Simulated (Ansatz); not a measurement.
Input:

Starting cell, Y (hcp, Mg type):

```
Y
1.0
    7.31128     0.00000     0.00000
   -1.82782     3.16588     0.00000
    3.65564     0.00000     5.67870
Y
4
Cartesian
  7.31128   2.11058   4.25903
  3.65564   2.11058   4.25903
  1.82782   1.05529   1.41968
  5.48346   1.05529   1.41968
```

The atoms are displaced by Q × the pattern below (from a DFPT mode at L = (0.5, 0.0, 0.5), largest move 1; Q in Å), at fixed cell. It is one choice among 2 degenerate patterns. (q is in reciprocal vectors of the primitive cell; the cell shown is doubled to hold the pattern.)

```csv
atom,x,y,z
Y1,-0.866,-0.500,0.000
Y2,0.866,0.500,0.000
Y3,0.000,0.000,-0.448
Y4,0.000,0.000,0.448
```

All values below come from PBE (plane waves to 420 eV, PAW, scalar-relativistic; Ansatz, a quantum-chemistry and plane-wave program). k mesh 15×15×15 (Γ-centred), Fermi-Dirac smearing 0.05 eV. E stands for the smeared free energy. With partly filled bands, energies and forces of such displacements shift with the k mesh and the smearing. Y is run without spin polarisation. Y was relaxed with its symmetry unable to fall. The zero of ΔE is the undisplaced structure.

The scan covers Q from -0.180 to 0.180 Å in 13 points.

Which space group does the distorted structure have?

Imm2 (No. 44), lowered from P6_3/mmc.

Is this a single well or a double well?

A single well with its minimum at or next to zero displacement.

What is the energy change at Q = 0.180 Å?

239 meV/cell.

What harmonic wavenumber does the curvature at Q = 0 give?

133 cm⁻¹.

(A displaced cell: forces are minus the slopes of the energy, force constants its curvatures, and phonons follow from these.)
